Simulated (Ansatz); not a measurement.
**Pt (omega (AlB2-type)): energy against volume**

All numbers below come from Ansatz, DFT, r2SCAN, plane waves (500 eV) with PAW, scalar-relativistic. (PAW data from PBE, frozen cores regenerated.)

The cell is scaled uniformly from the relaxed one, with fractional coordinates and shape fixed. Energies are extrapolated to zero smearing, pressures are those at the given smearing. Magnetic state: spin not included.

A Birch-Murnaghan fit gives V₀ = 15.67 Å³/atom, B₀ = 256 GPa, B₀′ = 5.4.

(1) What are the energy above the minimum and the pressure at 15.055 Å³/atom?

(2) What are the energy above the minimum and the pressure at 16.937 Å³/atom?

(3) What are the energy above the minimum and the pressure at 17.564 Å³/atom?

Answers

(1) 20.7 meV/atom and 11.64 GPa as computed.

(2) 69.6 meV/atom and -15.84 GPa as computed.

(3) 143.5 meV/atom and -21.07 GPa as computed.
